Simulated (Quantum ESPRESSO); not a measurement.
Simulation results for SiGe (made-up cell)

Calculation on a made-up crystal cell, not a measurement: periodic Kohn-Sham density functional theory in plane waves with PseudoDojo standard norm-conserving scalar-relativistic pseudopotentials, each functional with its own files (v0.5 for PBE, v0.4.1 for LDA and PBEsol), no spin polarisation, no spin-orbit coupling, atoms not relaxed, stress positive in tension, energies less a fixed whole-eV offset for each atom's element; levels are Kohn-Sham levels at fractions of this cell's reciprocal vectors, counted from the reference band (half the neutral cell's valence electrons, rounded up) at Gamma; error bars cover cutoff and k-mesh only, not smearing or the files; each bar is the largest change over components, and at least 0.002 eV, 0.002 eV per angstrom or 0.02 GPa; added strain carries the atoms with the cell, and shear is the tensor component; energies are for the whole cell, and the offsets were chosen from early runs and are not element reference energies; machines and their load varied, so run times do not measure scaling. Program: Quantum ESPRESSO 7.5.

Settings shared by all entries: lattice type zincblende/diamond; functional pbe; cutoff 1061 eV; fermi dirac smearing 0.1 eV; scf tolerance 1e-07 eV; electrons removed 0; run command pw.x -nk 1 -in in; run processor AMD EPYC, Zen 5 class, virtual cores; k mesh 6 x 6 x 6, shifted by half a step.

(1) 
```cif
# cell vector a (Å): 5.5785 0.0000 0.0000
# cell vector b (Å): 0.0000 5.5785 0.0000
# cell vector c (Å): 0.0000 0.0000 5.5785
data_SiGe
_symmetry_space_group_name_H-M 'P 1'
_symmetry_Int_Tables_number 1
_cell_length_a 5.5785
_cell_length_b 5.5785
_cell_length_c 5.5785
_cell_angle_alpha 90.000
_cell_angle_beta 90.000
_cell_angle_gamma 90.000
_cell_volume 173.60
loop_
_atom_site_label
_atom_site_type_symbol
_atom_site_fract_x
_atom_site_fract_y
_atom_site_fract_z
_atom_site_occupancy
Si1 Si 0.99193 0.99970 0.00007 1
Ge1 Ge 0.99512 0.51353 0.52573 1
Ge2 Ge 0.49293 0.98899 0.51008 1
Ge3 Ge 0.50196 0.48608 0.97282 1
Si2 Si 0.23105 0.26100 0.23933 1
Si3 Si 0.26554 0.76702 0.74002 1
Si4 Si 0.74767 0.23132 0.75864 1
Ge4 Ge 0.74504 0.73319 0.23327 1
_calc_free_energy_less_offsets -1.971  # eV
_calc_scf_iterations 9
_calc_smearing_term_minus_ts -0.008129  # eV
_calc_pressure 1.8  # GPa
_calc_stress_xx -1.938  # GPa
_calc_stress_yy -1.876  # GPa
_calc_stress_zz -1.588  # GPa
_calc_stress_yz 0.8776  # GPa
_calc_stress_xz 0.6538  # GPa
_calc_stress_xy -1.71  # GPa
_calc_error_bar_energy 0.002396  # eV
_calc_error_bar_stress 0.02268  # GPa
_calc_error_bar_force 0.002084  # eV/angstrom
_calc_error_bars_from 'tighter rerun of this cell'
_calc_wall_time_of_scf_and_band_steps_on_a_shared_machine 1191  # s
```

Atoms:
```csv
atoms element,atom site,atom energy offset (eV)
Si,1,-115
Ge,2,-2430
Ge,3,-2430
Ge,4,-2430
Si,5,-115
Si,6,-115
Si,7,-115
Ge,8,-2430
```

Forces:
```csv
site,x (eV/Å),y (eV/Å),z (eV/Å)
1,0.9161,-0.2924,0.1148
2,0.1113,-0.8139,-0.8976
3,1.013,1.83,-2.639
4,-1.099,0.2274,0.8252
5,0.3438,-0.3072,0.7861
6,-1.926,-1.193,1.997
7,0.5537,0.0592,-0.9292
8,0.0864,0.4907,0.7432
```

(2) 
```cif
# cell vector a (Å): 5.5785 0.0000 0.0000
# cell vector b (Å): 0.0000 5.5785 0.0000
# cell vector c (Å): 0.0000 0.0000 5.5785
data_SiGe
_symmetry_space_group_name_H-M 'P 1'
_symmetry_Int_Tables_number 1
_cell_length_a 5.5785
_cell_length_b 5.5785
_cell_length_c 5.5785
_cell_angle_alpha 90.000
_cell_angle_beta 90.000
_cell_angle_gamma 90.000
_cell_volume 173.60
loop_
_atom_site_label
_atom_site_type_symbol
_atom_site_fract_x
_atom_site_fract_y
_atom_site_fract_z
_atom_site_occupancy
Ge1 Ge 0.99193 0.99970 0.00007 1
Si1 Si 0.99512 0.51353 0.52573 1
Ge2 Ge 0.49293 0.98899 0.51008 1
Ge3 Ge 0.50196 0.48608 0.97282 1
Si2 Si 0.23105 0.26100 0.23933 1
Si3 Si 0.26554 0.76702 0.74002 1
Si4 Si 0.74767 0.23132 0.75864 1
Ge4 Ge 0.74504 0.73319 0.23327 1
_calc_free_energy_less_offsets -1.851  # eV
_calc_scf_iterations 9
_calc_smearing_term_minus_ts -0.007485  # eV
_calc_pressure 1.934  # GPa
_calc_stress_xx -2.105  # GPa
_calc_stress_yy -2.053  # GPa
_calc_stress_zz -1.644  # GPa
_calc_stress_yz 1.017  # GPa
_calc_stress_xz 0.7056  # GPa
_calc_stress_xy -1.607  # GPa
_calc_error_bar_energy 0.002396  # eV
_calc_error_bar_stress 0.02268  # GPa
_calc_error_bar_force 0.002084  # eV/angstrom
_calc_error_bars_from 'tighter rerun of a related cell'
_calc_wall_time_of_scf_and_band_steps_on_a_shared_machine 1110  # s
```

Atoms:
```csv
atoms element,atom site,atom energy offset (eV)
Ge,1,-2430
Si,2,-115
Ge,3,-2430
Ge,4,-2430
Si,5,-115
Si,6,-115
Si,7,-115
Ge,8,-2430
```

Forces:
```csv
site,x (eV/Å),y (eV/Å),z (eV/Å)
1,1.003,-0.3809,0.1398
2,0.1433,-0.8123,-1.026
3,1.011,1.842,-2.632
4,-1.102,0.2246,0.8219
5,0.421,0.2022,1.31
6,-1.989,-1.671,1.537
7,0.4546,0.6271,-1.458
8,0.05902,-0.03204,1.308
```

(3) 
```cif
# cell vector a (Å): 5.5785 0.0000 0.0000
# cell vector b (Å): 0.0000 5.5785 0.0000
# cell vector c (Å): 0.0000 0.0000 5.5785
data_SiGe
_symmetry_space_group_name_H-M 'P 1'
_symmetry_Int_Tables_number 1
_cell_length_a 5.5785
_cell_length_b 5.5785
_cell_length_c 5.5785
_cell_angle_alpha 90.000
_cell_angle_beta 90.000
_cell_angle_gamma 90.000
_cell_volume 173.60
loop_
_atom_site_label
_atom_site_type_symbol
_atom_site_fract_x
_atom_site_fract_y
_atom_site_fract_z
_atom_site_occupancy
Ge1 Ge 0.99193 0.99970 0.00007 1
Ge2 Ge 0.99512 0.51353 0.52573 1
Si1 Si 0.49293 0.98899 0.51008 1
Ge3 Ge 0.50196 0.48608 0.97282 1
Si2 Si 0.23105 0.26100 0.23933 1
Si3 Si 0.26554 0.76702 0.74002 1
Si4 Si 0.74767 0.23132 0.75864 1
Ge4 Ge 0.74504 0.73319 0.23327 1
_calc_free_energy_less_offsets -1.944  # eV
_calc_scf_iterations 10
_calc_smearing_term_minus_ts -0.0081  # eV
_calc_pressure 1.868  # GPa
_calc_stress_xx -2.035  # GPa
_calc_stress_yy -1.992  # GPa
_calc_stress_zz -1.578  # GPa
_calc_stress_yz 0.8813  # GPa
_calc_stress_xz 0.3124  # GPa
_calc_stress_xy -1.433  # GPa
_calc_error_bar_energy 0.002396  # eV
_calc_error_bar_stress 0.02268  # GPa
_calc_error_bar_force 0.002084  # eV/angstrom
_calc_error_bars_from 'tighter rerun of a related cell'
_calc_wall_time_of_scf_and_band_steps_on_a_shared_machine 1286  # s
```

Atoms:
```csv
atoms element,atom site,atom energy offset (eV)
Ge,1,-2430
Ge,2,-2430
Si,3,-115
Ge,4,-2430
Si,5,-115
Si,6,-115
Si,7,-115
Ge,8,-2430
```

Forces:
```csv
site,x (eV/Å),y (eV/Å),z (eV/Å)
1,1.004,-0.3667,0.1419
2,0.104,-0.8171,-0.9185
3,0.9039,1.668,-2.391
4,-1.091,0.2253,0.8234
5,0.7902,-0.206,1.244
6,-1.268,-0.9919,1.355
7,-0.03609,0.1045,-1.502
8,-0.4064,0.384,1.247
```

(4) 
```cif
# cell vector a (Å): 5.5785 0.0000 0.0000
# cell vector b (Å): 0.0000 5.5785 0.0000
# cell vector c (Å): 0.0000 0.0000 5.5785
data_SiGe
_symmetry_space_group_name_H-M 'P 1'
_symmetry_Int_Tables_number 1
_cell_length_a 5.5785
_cell_length_b 5.5785
_cell_length_c 5.5785
_cell_angle_alpha 90.000
_cell_angle_beta 90.000
_cell_angle_gamma 90.000
_cell_volume 173.60
loop_
_atom_site_label
_atom_site_type_symbol
_atom_site_fract_x
_atom_site_fract_y
_atom_site_fract_z
_atom_site_occupancy
Ge1 Ge 0.99193 0.99970 0.00007 1
Ge2 Ge 0.99512 0.51353 0.52573 1
Ge3 Ge 0.49293 0.98899 0.51008 1
Si1 Si 0.50196 0.48608 0.97282 1
Si2 Si 0.23105 0.26100 0.23933 1
Si3 Si 0.26554 0.76702 0.74002 1
Si4 Si 0.74767 0.23132 0.75864 1
Ge4 Ge 0.74504 0.73319 0.23327 1
_calc_free_energy_less_offsets -1.951  # eV
_calc_scf_iterations 9
_calc_smearing_term_minus_ts -0.008159  # eV
_calc_pressure 1.82  # GPa
_calc_stress_xx -1.964  # GPa
_calc_stress_yy -1.872  # GPa
_calc_stress_zz -1.623  # GPa
_calc_stress_yz 1.17  # GPa
_calc_stress_xz 0.4806  # GPa
_calc_stress_xy -1.925  # GPa
_calc_error_bar_energy 0.002396  # eV
_calc_error_bar_stress 0.02268  # GPa
_calc_error_bar_force 0.002084  # eV/angstrom
_calc_error_bars_from 'tighter rerun of a related cell'
_calc_wall_time_of_scf_and_band_steps_on_a_shared_machine 1038  # s
```

Atoms:
```csv
atoms element,atom site,atom energy offset (eV)
Ge,1,-2430
Ge,2,-2430
Ge,3,-2430
Si,4,-115
Si,5,-115
Si,6,-115
Si,7,-115
Ge,8,-2430
```

Forces:
```csv
site,x (eV/Å),y (eV/Å),z (eV/Å)
1,1.004,-0.3805,0.1409
2,0.1012,-0.814,-0.8961
3,1.005,1.844,-2.639
4,-0.9787,0.2471,0.865
5,0.8762,0.1798,0.8035
6,-1.447,-1.678,1.988
7,-0.1014,0.7029,-0.9722
8,-0.4593,-0.1013,0.71
```
